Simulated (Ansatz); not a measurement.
Si in space group P4_32_12 (No. 96; Si on 4a, Si on 8b) at seven volumes, r²SCAN (plane waves, PAW; program Ansatz), shape and atoms relaxed at each. One row is withheld.

```tsv
V (Å³/atom)	P (GPa)
16.706	8.95
17.257	5.59
17.807	?
18.358	0.00
18.909	-2.30
19.460	-4.33
20.010	-6.10
```

Task: Fit the shown pressures and predict the withheld one.

Result: P = (3/2)B₀(x^(7/2) − x^(5/2))[1 + (3/4)(B′ − 4)(x − 1)] with x = (V₀/V)^(2/3). Least squares on the six rows gives V₀ = 18.359 Å³/atom, B₀ = 81.6 GPa, B′ = 3.24. At V = 17.807, x = 1.0206 and P = 2.62 GPa. The run itself gave 2.66 GPa.

The start of the workflow was typed in or built on a structure type; neither database checked (COD, Materials Project) lists it. It is not the phase usual at ambient conditions (space group No. 227). Symmetry was held in the r²SCAN relaxation; its stability against distortions is not shown here.

Potentials: the earlier of the program's two PAW sets.
